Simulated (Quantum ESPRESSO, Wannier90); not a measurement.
Wannier functions of SrPb (Cmcm)

```xyz
4
Lattice="0.0000 0.0000 4.6829 -5.1106 0.0000 0.0000 2.5553 -6.1182 0.0000" Properties=species:S:1:pos:R:3 pbc="T T T"
Sr     0.0000    -1.6271    -1.1707
Sr     0.0000     1.6271     1.1707
Pb    -2.5553     1.0265    -1.1707
Pb     2.5553    -1.0265     1.1707
```

Materials Project entry mp-21093; symmetrised, unrelaxed at this level. COD (Crystallography Open Database) has an entry of this formula and space group (matched by these alone). Method: PBEsol plane waves in Quantum ESPRESSO 7.5 (PseudoDojo norm-conserving files, 55 Ry, no spin polarisation, no spin-orbit coupling), Bloch states on a 4×4×4 mesh through Γ, Wannier90 4.0.1. Density: 10×10×10 mesh, cold smearing 0.01 Ry. Spin-orbit coupling is left out although heavy elements are present.

A tight-binding model is made by disentanglement and projection with no localisation steps (num_iter = 0), so the 26 orbitals stay atom-like: hydrogen-like Sr: s;p;d; Pb: s;p, axes along x, y, z; frozen window up to 1.50 eV relative to the Fermi level. It follows pw.x to 16 meV rms for states up to 1.0 eV relative to the Fermi level. Matrix elements depend on this choice of orbitals and windows.

What are the on-site energies relative to the Fermi level, and how fast do the hoppings decay?


```
atom  orbitals  energy (eV)
----  --------  -----------
Sr1          s         2.75
Sr1      pz px         6.30
Sr1         py         6.68
Sr1        dz2         3.65
Sr1        dxz         4.19
Sr1        dyz         4.04
Sr1     dx2-y2         3.97
Sr1        dxy         3.80
Sr2          s         2.75
Sr2      pz px         6.30
Sr2         py         6.68
Sr2        dz2         3.65
Sr2        dxz         4.19
Sr2        dyz         4.04
Sr2     dx2-y2         3.97
Sr2        dxy         3.80
Pb3          s        -7.16
Pb3         pz         2.41
Pb3         px         2.28
Pb3         py         2.34
Pb4          s        -7.16
Pb4         pz         2.41
Pb4         px         2.28
Pb4         py         2.34
```

```tsv
distance of the centres (Å)	largest modulus (eV)
3–4	1.8
4–5	0.83
5–6	0.40
6–7	0.18
7–8	0.10
8–9	0.044
```
